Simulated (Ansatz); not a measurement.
Cs₂CaBr₄:
```cif
data_Br4CaCs2
_chemical_formula_sum 'Cs2 Ca1 Br4'
_space_group_name_H-M_alt 'P 1'
_space_group_IT_number 1
_cell_length_a 9.73218
_cell_length_b 9.73218
_cell_length_c 9.73218
_cell_angle_alpha 146.507
_cell_angle_beta 146.507
_cell_angle_gamma 48.094
loop_
_space_group_symop_operation_xyz
  'x, y, z'
loop_
_atom_site_label
_atom_site_type_symbol
_atom_site_fract_x
_atom_site_fract_y
_atom_site_fract_z
_atom_site_occupancy
Cs1 Cs 0.35871 0.35871 0.00000 1
Cs2 Cs 0.64129 0.64129 0.00000 1
Ca1 Ca 0.00000 0.00000 0.00000 1
Br1 Br 0.16016 0.16016 0.00000 1
Br2 Br 0.83984 0.83984 0.00000 1
Br3 Br 0.50000 0.00000 0.50000 1
Br4 Br 0.00000 0.50000 0.50000 1
```

Relaxed with PBEsol. DFT-PBEsol in the program Ansatz with PAW potentials gives a gap of 4.36 eV.

### Question
What gap does HSE06 give on the same cell (Ansatz, PAW)?

### Answer
5.63 eV, 1.27 eV more. The hybrid was solved on a coarser mesh and at special points; its gap is the smallest among all of these.

| k | v1 PBEsol | c1 PBEsol | v1 HSE06 | c1 HSE06 |
|---|---|---|---|---|
| Γ | -0.13 | 4.36 | -0.13 | 5.63 |
| M | -0.19 | 4.61 | [?] | [?] |
| X | 0.00 | 5.70 | [?] | [?] |
| P | -0.08 | 5.80 | [?] | [?] |
| N | -0.08 | 5.38 | -0.08 | 6.92 |
| S0 | -0.07 | 5.40 | -0.07 | 6.94 |
| R | 0.00 | 5.74 | [?] | [?] |

### Question
Top valence (v1) and lowest conduction level (c1) in eV from each method's valence maximum (which need not be a listed point): supply the withheld HSE06 values.

### Answer

- M, v1 HSE06: -0.20
- M, c1 HSE06: 6.07
- R, v1 HSE06: 0.00
- R, c1 HSE06: 6.98
- X, v1 HSE06: 0.00
- X, c1 HSE06: 6.94
- P, v1 HSE06: -0.08
- P, c1 HSE06: 7.08

Cost on shared cores: the PBEsol run (SCF on a 7×7×7 mesh, then bands and DOS) about 4 core-minutes (a rough figure), the HSE06 run (SCF on 4×4×4, then a few points) very roughly 20 core-minutes; the tasks are unlike.

Space group I4/mmm. The first step of the workflow began from a Materials Project structure, measured or hypothetical; the Crystallography Open Database copy checked does not list it. Its standing as an ambient phase is unchecked. Symmetry was held in the PBEsol relaxation; whether a distortion lowers the energy is not shown. Scalar-relativistic: spin–orbit coupling is off unless named, which matters more the heavier the elements.

Potentials: the later of the program's two PAW sets.
